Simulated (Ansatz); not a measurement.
ZnS (NiAs type, P6_3/mmc), a = b = 3.590 Å, c = 5.880 Å, α = β = 90.00°, γ = 120.00°.

Relaxed with r²SCAN.

Problem. Tabulate the valence density and the electron localisation function along the shortest Zn–Zn contact (2.94 Å), r²SCAN in the plane-wave PAW code Ansatz.

Solution. 

```
distance from Zn (Å)  density (e/Å³)   ELF
--------------------  --------------  ----
0.29                           18.56  0.00
0.44                            6.55  0.01
0.59                            2.11  0.05
0.73                            0.86  0.11
0.88                            0.44  0.14
1.03                            0.26  0.12
1.18                            0.17  0.11
1.32                            0.14  0.12
1.47                            0.13  0.12
1.62                            0.14  0.12
1.76                            0.17  0.11
1.91                            0.26  0.12
2.06                            0.44  0.14
2.21                            0.87  0.11
2.35                            2.12  0.05
2.50                            6.56  0.01
2.65                           18.57  0.00
```

The density is the valence pseudo-density with augmentation charge, so density and ELF within about 1 Å of a nucleus are not all-electron values.

The start of the workflow was typed in or built on a structure type; neither database checked (COD, Materials Project) lists it. It is not the phase usual at ambient conditions (space group No. 186, 216). The r²SCAN relaxation kept the symmetry of its start; its stability against distortions is not shown here.

Potentials: the earlier of the program's two PAW sets.
